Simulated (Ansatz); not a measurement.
Values for one crystal, relaxed and computed with the program Ansatz at the LDA level (PAW); other levels are named.

| Quantity | Result |
|---|---|
| Volume per atom | 6.91 Å³ |
| Band gap | 0.90 eV (indirect) |
| Valence-band maximum | at A |
| Bulk modulus (Birch–Murnaghan fit) | 80.9 GPa |
| Pressure derivative B′ | 8.3 |
| Smallest direct gap on the standard path | 1.13 eV |
| Electron effective mass | 1.7, 1.7, 4.7 mₑ (principal values) |

### Question
Pick the material that matches.
A. SnO2, rutile
B. CaS, rock salt
C. NiH2O2, P-3m1 (Ni on 1a, H on 2d, O on 2d)
D. SbSI, Pnma (Sb on 4c, S on 4c, I on 4c)

### Answer
C, NiH2O2, P-3m1 (Ni on 1a, H on 2d, O on 2d)

The first step of the workflow began from a Materials Project structure, measured or hypothetical; the Crystallography Open Database copy checked does not list it. Whether it is the stable phase at ambient conditions was not checked. The cell was relaxed with LDA under the symmetry of its start, as lowered by the spin order; whether a distortion lowers the energy is not shown. Magnetic state: antiferromagnetic, chosen from 5 collinear starts compared on coarse meshes (ties went to the first, and starts can fall back to one state), not a proven ground state. No Hubbard U is applied. A crystal of weakly bound layers computed without a dispersion correction: the cell and the soft elastic constants depend strongly on that.

Potentials: the later of the program's two PAW sets.
